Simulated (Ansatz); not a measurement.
Ga₂Pt:
Space group Fd-3m, origin choice 1 (No. 227); a = 7.2216 Å, b = 7.2216 Å, c = 7.2216 Å, α = 90.00°, β = 90.00°, γ = 90.00°

```tsv
atom	site	symmetry	x	y	z
Ga	16c	.-3m	0.1250	0.1250	0.1250
Pt	8b	-43m	0.5000	0.5000	0.5000
```
(The calculation used a cell of 6 atoms; values per cell refer to that cell.)

This is the r²SCAN-relaxed structure.

Question: All from the program Ansatz at the r²SCAN level (PAW), unless another level is named. Give the formation energy from the elements (no fitted shifts).

Answer: 0.17 eV/atom.

Question: Next, the density of states at the Fermi level?

Answer: 0.63 states/eV per atom (mean over ±0.08 eV).

Question: Predict the gap with spin–orbit coupling.

Answer: none (metallic).

A made-up cell: these elements were put on the sites of a structure type; neither database checked (COD, Materials Project) lists it. COD files the formula under space group No. 225, so this cell is another polymorph or a model. Its standing as an ambient phase is unchecked. The r²SCAN relaxation kept the symmetry of its start; whether a distortion lowers the energy is not shown. The run is not spin-polarised. The references are the lowest solids computed at this level, not always the standard phases. Spin–orbit coupling is left out wherever it is not named.

Potentials: the earlier of the program's two PAW sets.
